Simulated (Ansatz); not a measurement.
Given:

BeS:
```
BeS
1.0
    3.42346     0.00000     0.00000
   -1.71173     2.96481     0.00000
    0.00000     0.00000     5.63990
Be S
2 2
Direct
  0.66667   0.33333   0.99966
  0.33333   0.66667   0.49966
  0.66667   0.33333   0.62554
  0.33333   0.66667   0.12554
```

This is the HSE06-relaxed structure.

All from HSE06 (plane waves, PAW; program Ansatz), unless another level is named. Estimate the smallest direct gap on the standard path.

6.25 eV.

Give the band gap.

4.62 eV (indirect).

And the valence-band maximum?

at Γ.

Space group P6_3mc (wurtzite). The cell is a constructed one: a structure type filled with these elements; neither database checked (COD, Materials Project) lists it. COD files the formula under space group No. 216, so this cell is another polymorph or a model. Its standing as an ambient phase is unchecked. The cell was relaxed with HSE06 under the symmetry of its start; whether a distortion lowers the energy is not shown. The hybrid was solved on a coarse mesh, the path and, where they were found, the r²SCAN edge points; its band edges are the extreme levels among these.

Potentials: the later of the program's two PAW sets.
